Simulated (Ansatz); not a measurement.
Y$_{3}$Si$_{5}$ (P-62m) was relaxed and computed twice in Ansatz (plane waves, PAW), once with PBEsol and once with r²SCAN.

|  | run 1 | run 2 |
|---|---|---|
| cell | a = b = 6.498 Å, c = 4.154 Å, α = β = 90.00°, γ = 120.00° | a = b = 6.6398 Å, c = 4.1647 Å, α = β = 90.00°, γ = 120.00° |
| ΔH_f (eV/atom) | -0.77 | -0.72 |
| B₀ by P(V) fit (GPa) | 86.7 | 77.1 |

Problem. Which run used which functional?

Solution. Run 1 is PBEsol, run 2 is r²SCAN.

Typed or built starts, not in the databases checked: Y3Si5, P-62m (Y on 3f, Si on 2d, Si on 3g). All cells were relaxed under the symmetry of their starts (and spin orders); stability against distortions was not tested throughout. Rows with no word on spin ran without spin polarisation. Spin–orbit coupling is left out wherever it is not named.

Potentials: the later of the program's two PAW sets.

Ansatz (a first-principles code) is a plane-wave DFT program.

Formation energies count from the lowest solids of the elements computed at the same level, not from gases.
